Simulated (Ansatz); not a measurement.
ZrTa (CsCl type), relaxed and computed with several functionals in Ansatz (plane waves, PAW).

```csv
functional,a (Å),ΔH_f (eV/atom),B₀ by P(V) fit (GPa)
PBE,(withheld),(withheld),(withheld)
r²SCAN,3.435,0.25,134
PBEsol,3.396,0.20,138
```

### Question
Fill in the missing entries.

### Answer

- PBE, a (Å): 3.441
- PBE, ΔH_f (eV/atom): 0.20
- PBE, B₀ by P(V) fit (GPa): 131

Typed or built starts, not in the databases checked: ZrTa, CsCl type. All cells were relaxed under the symmetry of their starts (and spin orders); stability against distortions was not tested throughout. Rows with no word on spin ran without spin polarisation. Spin–orbit coupling is left out wherever it is not named.

Potentials: the later of the program's two PAW sets.

Ansatz (a program for electronic structure) is a plane-wave DFT program.

Formation energies count from the lowest solids of the elements computed at the same level, not from gases.
